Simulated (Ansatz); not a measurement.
# Levels of theory for Ga3PN2 (ordering on zincblende)

All numbers come from the plane-wave code Ansatz. Values at 0 K without nuclear motion; no magnetic order is allowed, and the phase may be a hypothetical one.

Structure: Ga3PN2 as one 6-atom ordering (I-4m2) on the zincblende lattice, at its r2SCAN minimum. Space group I-4m2 (No. 119), tetragonal; conventional cell a = 3.428 Å, c = 14.250 Å, 13.95 Å³ an atom. Around N lie 4 Ga at 1.99–2.02 Å; around Ga lie 4 N at 1.99 Å; around Ga lie 2 N at 2.02 Å and 2 P at 2.27 Å; around P lie 4 Ga at 2.27 Å.

```cif
data_structure
_symmetry_space_group_name_H-M 'I-4m2'
_symmetry_Int_Tables_number 119
_cell_length_a 3.4278
_cell_length_b 3.4278
_cell_length_c 14.2496
_cell_angle_alpha 90.000
_cell_angle_beta 90.000
_cell_angle_gamma 90.000
_cell_volume 167.43
loop_
_atom_site_label
_atom_site_type_symbol
_atom_site_symmetry_multiplicity
_atom_site_Wyckoff_symbol
_atom_site_fract_x
_atom_site_fract_y
_atom_site_fract_z
_atom_site_occupancy
N1 N 4 e 0.00000 0.00000 0.17864 1
Ga1 Ga 2 c 0.00000 0.50000 0.25000 1
Ga2 Ga 4 f 0.50000 0.00000 0.39588 1
P1 P 2 b 0.50000 0.50000 0.00000 1
```

Relaxed lattice by functional, symmetry kept:
```tsv
functional	k mesh	a (Å)	c (Å)	volume (Å³/atom)
PBE	10×10×10	3.460	14.455	14.42
r2SCAN	10×10×10	3.428	14.250	13.95
```

Band edges at fixed r2SCAN geometry:
```csv
level,k mesh,gap (eV),kind,edges,least direct gap (eV),rough cost
PBE,10×10×10,none (overlap 0.10),–,–,–,40 core-seconds
PBE+SOC,10×10×10,none (overlap 0.09),–,–,–,4 core-minutes
r2SCAN,10×10×10,0.20,indirect,S → Γ,0.38,110 core-seconds
HSE06,6×6×6,0.73,indirect,S → Γ,0.93,13 core-minutes
```
All runs use a smearing of 0.02 eV.
Wave cutoffs: 420 eV, 500 eV (r2SCAN).
Costs come from shared machines and give only the order; PBE's includes the band path. The runs had 4 threads of Arm Neoverse V2, on a shared host.

With HSE06 the valence top lies at S and the conduction bottom at Γ, 0.73 eV higher; the smallest vertical gap, at Γ, is 0.93 eV. PBE+SOC gives no gap: the lowest nominally empty band dips 0.09 eV below the top of the last filled one (its bottom at Γ, the top at S), so the cell is a metal or semimetal at this level.

The levels disagree on the kind of gap: indirect with r2SCAN, HSE06; no gap with PBE, PBE+SOC.

Only the levels marked +SOC include spin-orbit coupling.
